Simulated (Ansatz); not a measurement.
BiPd, DFT, PBEsol, all-electron LAPW, scalar-relativistic (Ansatz 0.2.0), run on 1 thread of Arm Neoverse V1 on a shared host.

The cell is COD entry 9004224, as deposited and not checked against the literature; nothing was relaxed. The listed cell was then made from it by scaling, straining or moving an atom.

Command: `ansatz run input.yaml --threads 1 --pin off --max-ram 4096MiB --backend cpu --events-out ev --progress --plain --runs-dir out`

```yaml
crystal:
  lattice:
    - [4.2440543637, 0.0, 0.0]
    - [-2.1220271819, 3.6754588941, 0.0]
    - [0.0, 0.0, 5.7089037934]
  atoms:
    - { symbol: Bi, position: [0.3333333333, 0.6666666667, 0.25] }
    - { symbol: Bi, position: [0.6666666667, 0.3333333333, 0.75] }
    - { symbol: Pd, position: [0.0, 0.0, 0.0] }
    - { symbol: Pd, position: [0.0, 0.0, 0.5] }
kpoints:
  mp_grid: { grid: [9, 9, 6] }
  band_path:
    path:
      - [0.0, 0.0, 0.0]
      - [0.5, 0.0, 0.0]
      - [0.3333333333, 0.3333333333, 0.0]
      - [0.0, 0.0, 0.0]
      - [0.0, 0.0, 0.5]
      - [0.5, 0.0, 0.5]
      - [0.3333333333, 0.3333333333, 0.5]
      - [0.0, 0.0, 0.5]
      - [0.5, 0.0, 0.5]
    npoints: 5
scf:
  occupations: { method: fermi_dirac, width: 0.03 }
hamiltonian:
  xc: pbesol
  pseudopotentials: { kind: all_electron, lapw: { basis_error: 0.0005 } }
output:
  forces: true
  stress: true
  eigenvalues: true
```

Q: How large is the problem that the program sets up?

A: 48 irreducible k-points, 915 plane waves at Γ, 78 bands.

Q: About how long does it take, and how much memory does it use?

A: 2 min of wall time for 8 SCF iterations, with a peak of 0.84 GiB. Times on shared machines scatter by tens of per cent.
